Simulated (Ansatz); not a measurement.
BiB:
```
BiB
1.0
    0.00000     2.74498     2.74498
    2.74498     0.00000     2.74498
    2.74498     2.74498     0.00000
Bi B
1 1
Direct
  0.75000   0.75000   0.75000
  0.00000   0.00000   0.00000
```

Cartesian axes are those of the cell as given.

Problem. Give the proper piezoelectric stress tensor with relaxed ions from r²SCAN (plane waves, PAW; program Ansatz).

Solution. In C/m², rows x, y, z, Voigt columns; mesh uncertainty up to 0.02.
```
0.00  0.00  0.00  0.17  0.00  0.00
0.00  0.00  0.00  0.00  0.17  0.00
0.00  0.00  0.00  0.00  0.00  0.17
```

The elastic tensor of the same run (GPa):

```
 147  46.8  46.8   0.0   0.0   0.0
46.8   147  46.8   0.0   0.0   0.0
46.8  46.8   147   0.0   0.0   0.0
 0.0   0.0   0.0  80.5   0.0   0.0
 0.0   0.0   0.0   0.0  80.5   0.0
 0.0   0.0   0.0   0.0   0.0  80.5
```

Problem. Convert to strain constants d = e·S.

Solution. In pC/N:
```
0.0  0.0  0.0  2.1  0.0  0.0
0.0  0.0  0.0  0.0  2.1  0.0
0.0  0.0  0.0  0.0  0.0  2.1
```

Space group F-43m (zinc blende). A made-up cell: these elements were put on the sites of a structure type; neither database checked (COD, Materials Project) lists it. Its standing as an ambient phase is unchecked. The r²SCAN relaxation kept the symmetry of its start; whether a distortion lowers the energy is not shown. Spin–orbit coupling is left out wherever it is not named.

Potentials: the later of the program's two PAW sets.
